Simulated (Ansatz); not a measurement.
SiC:
Space group F-43m (No. 216); a = 4.357 Å, b = 4.357 Å, c = 4.357 Å, α = 90.00°, β = 90.00°, γ = 90.00°

```tsv
atom	site	symmetry	x	y	z
C	4c	-43m	0.2500	0.2500	0.2500
Si	4a	-43m	0.0000	0.0000	0.0000
```
(The calculation used a cell of 2 atoms; values per cell refer to that cell.)

Relaxed with PBEsol. Independent-particle spectrum: no excitons, no local fields, no scissors shift; 0.1 eV broadening; ε₁ of the summed bands alone.

Task: Tabulate the dielectric function from PBEsol in the plane-wave PAW code Ansatz.

Result: 

```csv
E (eV),ε₁ xx,ε₂ xx
0.0,7.30,0.00
0.4,7.32,0.00
0.8,7.38,0.00
1.2,7.49,0.00
1.6,7.64,0.00
2.0,7.85,0.00
2.4,8.13,0.00
2.8,8.50,0.00
3.2,9.00,0.00
3.6,9.69,0.00
4.0,10.72,0.00
4.4,12.87,0.18
4.8,14.32,2.69
5.2,15.40,4.72
5.6,16.39,7.88
6.0,16.13,11.70
6.4,17.85,17.25
6.8,4.28,27.47
7.2,-6.41,12.32
7.6,0.93,9.26
8.0,4.95,15.58
8.4,-3.56,15.13
8.8,-5.46,10.67
9.2,-5.40,8.72
9.6,-5.32,7.05
10.0,-5.14,5.63
10.4,-4.75,4.54
10.8,-4.16,3.77
11.2,-3.78,3.22
11.6,-3.06,2.65
12.0,-3.06,2.80
```

Task: From ε at 6.4 eV (xx: 17.85 + 17.25i), find n, k, the normal reflectivity and the absorption coefficient.

Result: n = 4.62, k = 1.867, R = 47 %, α = 2kE/ħc = 1200000 cm⁻¹.

With all bands, ε∞ without local fields is 7.35. DFPT, with local fields, gives 7.06.

The cell was relaxed with PBEsol under the symmetry of its start.

Potentials: the later of the program's two PAW sets.
